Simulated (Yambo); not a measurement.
# Excitons in K₂NaYF₆

```xyz
10
Lattice="0.0000 4.4583 4.4583 4.4583 0.0000 4.4583 4.4583 4.4583 0.0000" Properties=species:S:1:pos:R:3 pbc="T T T"
F      2.1792     4.4583     4.4583
F      6.7374     4.4583     4.4583
F      4.4583     2.1792     4.4583
F      4.4583     6.7374     4.4583
F      4.4583     4.4583     2.1792
F      4.4583     4.4583     6.7374
Na     4.4583     4.4583     4.4583
K      6.6874     6.6874     6.6874
K      2.2291     2.2291     2.2291
Y      0.0000     0.0000     0.0000
```

The geometry is that of Materials Project entry mp-13799, symmetrised and not relaxed again.

BSE in Yambo on PBEsol (pw.x of Quantum ESPRESSO, ONCV potentials, without SOC) bands: 4×4×4 mesh, 18 valence and 10 conduction bands, static screening with 105 bands and a 3 Ry block, scissor 3.72 eV, Tamm-Dancoff; field along x.

| state | energy (eV) | states within 2 meV | relative strength | class | main transitions |
|---|---|---|---|---|---|
| 1 | 8.25 | 3 | < 0.01 | weak | several band pairs |
| 2 | 8.55 | 3 | 1.00 | strong | several band pairs |
| 3 | 8.57 | 3 | < 0.01 | dark | several band pairs |
| 4 | 8.60 | 1 | < 0.01 | dark | several band pairs |
| 5 | 8.67 | 3 | < 0.01 | dark | several band pairs |
| 6 | 8.73 | 3 | < 0.01 | dark | several band pairs |

These are vertical excitations (zero momentum). The direct quasiparticle gap on this mesh is 9.88 eV; counted from there, state 1 is bound by 1.63 eV. Convergence with the mesh was not shown.

Spin singlets only. Strengths are relative to the strongest of the lowest states of this run; strong means a line over 3 % of the spectrum's maximum, dark under 0.03 %. Absolute energies carry the error of the G0W0 scissor, whose convergence isn't established.

The structure is a Materials Project entry; no match was found in the copy of COD used, and its stability was not checked.
